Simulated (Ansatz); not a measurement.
Zn (hcp, Mg type)

```
Zn
1.0
    2.62220     0.00000     0.00000
   -1.31110     2.27089     0.00000
    0.00000     0.00000     5.19319
Zn
2
Direct
  0.33333   0.66667   0.75000
  0.66667   0.33333   0.25000
```

The atoms are displaced by Q × the pattern below (from a DFPT mode at Γ, largest move 1; Q in Å), at fixed cell.

```
atom      x      y       z
----  -----  -----  ------
Zn1   0.000  0.000  -1.000
Zn2   0.000  0.000   1.000
```

All values below come from PBE (plane waves to 420 eV, PAW, scalar-relativistic; Ansatz, a quantum-chemistry and plane-wave program). k mesh 20×20×9 (Γ-centred), Fermi-Dirac smearing 0.05 eV. The energy includes the smearing's −TS. With partly filled bands, energies and forces of such displacements shift with the k mesh and the smearing. The PAW data are Ansatz's earlier set. Zn was relaxed with its symmetry unable to fall. The zero of ΔE is the undisplaced structure. The last digit holds for this mesh only.

```csv
Q (Å),ΔE (meV/cell)
-0.180,121.6
-0.150,80.9
-0.120,49.7
-0.090,26.9
-0.060,withheld
-0.030,2.8
0.000,0.0
0.030,2.8
0.060,withheld
0.090,26.9
0.120,49.7
0.150,80.9
0.180,121.6
```

### Question
Fit an even polynomial form (powers 2, 4) to the given rows and predict ΔE at Q = -0.060.

### Answer
Least squares on the 11 given rows: ΔE = (3207)·Q² + (16910)·Q⁴, in meV/cell with Q in Å; root-mean-square residual 0.12 meV/cell. At -0.060 the fit gives 11.8 meV/cell; the calculation gives 11.6 meV/cell, so the interpolation is off by 0.2 (+1.7 %). The quadratic term alone would give 11.5 meV/cell.

(A displaced cell: forces are minus the slopes of the energy, force constants its curvatures, and phonons follow from these.)
